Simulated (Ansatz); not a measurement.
**Rocksalt alloy of PbS and CaS (20 of 32 Pb sites exchanged), 64 atoms**

Ansatz, PAW, plane waves. PBEsol relaxation of volume and atoms (shape held) at the single k point (¼, ¼, ¼) without its symmetry partners; single points on the relaxed atoms at the single k point (¼, ¼, ¼) without its symmetry partners, onto which points of the small cell's zone fold. Arrangement: quasirandom. No spin–orbit coupling unless named.

Relaxed structure:

```
S Pb Ca
1.0
    11.50015    0.00000    0.00000
     0.00000   11.50015    0.00000
     0.00000    0.00000   11.50015
S Pb Ca
32 12 20
Direct
  0.25514 0.99985 0.99943
  0.25427 0.99909 0.49990
  0.25630 0.49958 0.99318
  0.24455 0.49996 0.50578
  0.73993 0.00043 0.00765
  0.74146 0.99305 0.49443
  0.74336 0.50061 0.99965
  0.75507 0.50596 0.49950
  0.00865 0.25040 0.00760
  0.00640 0.25821 0.49397
  0.00870 0.74974 0.99991
  0.00138 0.74599 0.49895
  0.49334 0.25049 0.00044
  0.49143 0.24135 0.50000
  0.49469 0.75136 0.99990
  0.49855 0.75314 0.49921
  0.99944 0.99906 0.25029
  0.00800 0.99160 0.75006
  0.99456 0.50179 0.25551
  0.99966 0.50581 0.74392
  0.49927 0.99478 0.25016
  0.49527 0.99287 0.75113
  0.50724 0.50878 0.24214
  0.50014 0.50726 0.75463
  0.24498 0.24258 0.25035
  0.24958 0.24951 0.74950
  0.24940 0.75514 0.25000
  0.25055 0.74943 0.74888
  0.75784 0.25022 0.25049
  0.75045 0.25960 0.74971
  0.75094 0.75057 0.25477
  0.75090 0.74650 0.74239
  0.00320 0.99952 0.00108
  0.00159 0.99777 0.49925
  0.00145 0.50104 0.00011
  0.50012 0.50211 0.50008
  0.74950 0.25056 0.00125
  0.75116 0.25123 0.49921
  0.74737 0.75040 0.00156
  0.24991 0.50115 0.24992
  0.74828 0.99775 0.74893
  0.00169 0.25203 0.74908
  0.49859 0.24794 0.24981
  0.49851 0.25063 0.74992
  0.99986 0.50172 0.49953
  0.49792 0.99963 0.00088
  0.49823 0.99783 0.49985
  0.49954 0.50148 0.99905
  0.25059 0.24941 0.00041
  0.24899 0.24912 0.49980
  0.25176 0.75015 0.99870
  0.24967 0.74984 0.50023
  0.75009 0.74985 0.49857
  0.25040 0.99905 0.25006
  0.25122 0.99820 0.74966
  0.25013 0.50140 0.74933
  0.74911 0.99945 0.25104
  0.75050 0.50137 0.24984
  0.74995 0.50282 0.74907
  0.00147 0.25056 0.25083
  0.00013 0.75007 0.25034
  0.00211 0.74912 0.74890
  0.49999 0.75131 0.24939
  0.49932 0.74999 0.74954
```

Question: What are the mean bond lengths by pair (pairs within 1.2 times the sum of covalent radii, less contacts 15 % beyond the pair's median; cation–cation pairs of compounds aside; long ionic contacts are cut short by that bound)?

Answer: Ca–S 2.846 ± 0.038 Å (standard deviation, 120 bonds); Pb–S 2.925 ± 0.045 Å (standard deviation, 71 bonds).

Question: What gap lies between the top filled and the lowest empty level in the single points?

Answer: HSE06 3.28 eV (25 s on NVIDIA GB200). Away from Γ this isn't the crystal's band gap.
